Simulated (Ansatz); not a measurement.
Ti3AlC2 (space group P6_3/mmc)

Space group P6₃/mmc (No. 194); a = 3.051 Å, b = 3.051 Å, c = 18.500 Å, α = 90.00°, β = 90.00°, γ = 120.00°

| atom | site | symmetry | x | y | z |
|---|---|---|---|---|---|
| Ti | 4f | 3m. | 0.6667 | 0.3333 | 0.1269 |
| Ti | 2a | -3m. | 0.0000 | 0.0000 | 0.0000 |
| Al | 2b | -6m2 | 0.0000 | 0.0000 | 0.2500 |
| C | 4f | 3m. | 0.3333 | 0.6667 | 0.0692 |

The volume is varied about the relaxed value V₀ at fixed cell shape. The atoms relax within the cell's symmetry.

Calculation: PBEsol (plane waves to 420 eV, PAW, scalar-relativistic; Ansatz, a quantum-chemistry and plane-wave program). k mesh 14×14×2 (Γ-centred), Fermi-Dirac smearing 0.05 eV. E stands for the smeared free energy. Stress and pressure are positive under compression. Ti3AlC2 is run without spin polarisation. Ti3AlC2 was relaxed with its symmetry unable to fall. The zero of ΔE is the relaxed starting cell.

```json
[
 {"V/V₀": "0.900", "ΔE (eV/atom)": "0.078", "P (GPa)": "(withheld)"},
 {"V/V₀": "0.925", "ΔE (eV/atom)": "0.042", "P (GPa)": "(withheld)"},
 {"V/V₀": "0.950", "ΔE (eV/atom)": "(withheld)", "P (GPa)": "9.6"},
 {"V/V₀": "0.975", "ΔE (eV/atom)": "0.004", "P (GPa)": "4.5"},
 {"V/V₀": "1.000", "ΔE (eV/atom)": "0.000", "P (GPa)": "0.0"},
 {"V/V₀": "1.025", "ΔE (eV/atom)": "0.004", "P (GPa)": "-3.9"},
 {"V/V₀": "1.050", "ΔE (eV/atom)": "(withheld)", "P (GPa)": "-7.4"},
 {"V/V₀": "1.075", "ΔE (eV/atom)": "0.032", "P (GPa)": "-10.4"},
 {"V/V₀": "1.100", "ΔE (eV/atom)": "0.055", "P (GPa)": "-13.0"}
]
```

Q: Fill in the missing entries.

A: 
- 0.900, P (GPa): 22.1
- 0.925, P (GPa): 15.5
- 0.950, ΔE (eV/atom): 0.018
- 1.050, ΔE (eV/atom): 0.015

(Under strain, the slope of the energy per volume gives the stress and its curvature an elastic modulus.)
